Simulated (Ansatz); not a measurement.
A trial structure of Li2AlPtC6N6 was built thus: cyanide-bridged rock-salt net of two metals, 2 guest cations a cell (Fm-3m, No. 225). Lengths were set from tabulated atomic sizes, so they are only a guess.

Space group Fm-3m (No. 225). a = 10.105 Å, b = 10.105 Å, c = 10.105 Å, α = 90.00°, β = 90.00°, γ = 90.00°
| atom | site | symmetry | x | y | z |
| --- | --- | --- | --- | --- | --- |
| Li | 8c | -43m | 0.2500 | 0.7500 | 0.7500 |
| Al | 4a | m-3m | 0.0000 | 0.0000 | 0.0000 |
| Pt | 4b | m-3m | 0.5000 | 0.0000 | 0.0000 |
| C | 24e | 4m.m | 0.1856 | 0.0000 | 0.0000 |
| N | 24e | 4m.m | 0.3013 | 0.0000 | 0.0000 |

Theory: DFT PBE, scalar-relativistic, plane waves, PAW in Ansatz 0.2.0. Cutoff 420 eV, Gaussian smearing, Γ-centred meshes. Cell and atoms relax first on a coarse mesh and then on a finer one. In between, the cell is made exact in the group found at 0.06 Å. In metals the finer mesh still leaves noise of several meV/atom or more. The steps can't lower the symmetry of their start. Collinear spin is switched on along the way, since trial moments persisted in a coarse test.

A guess keeps its type if space group and coordination stay and the shape of the cell changes little (axis ratios within about 15 %, angles within 6°); the volume may change.

Q: Does this structure survive the relaxation?

A: It keeps its type. The symmetry stays Fm-3m (No. 225). The volume per atom grows by 30.2 %, from 16.1 to 21.0 Å³. The shortest distance stays 1.17 Å (C–N). Counting neighbours within 15 % of an atom's shortest distance, the start has Al 6, C 1, Li 24, N 1, Pt 6 and the end Al 6, C 1, Li 24, N 1, Pt 6.

The last run used collinear spin, a 6×6×6 mesh for its 16-atom cell and Gaussian smearing of 0.10 eV. These runs have no spin–orbit coupling, which can matter for Pt. The magnetic state reached may not be the lowest. A structure relaxed within its symmetry needn't be a true minimum.
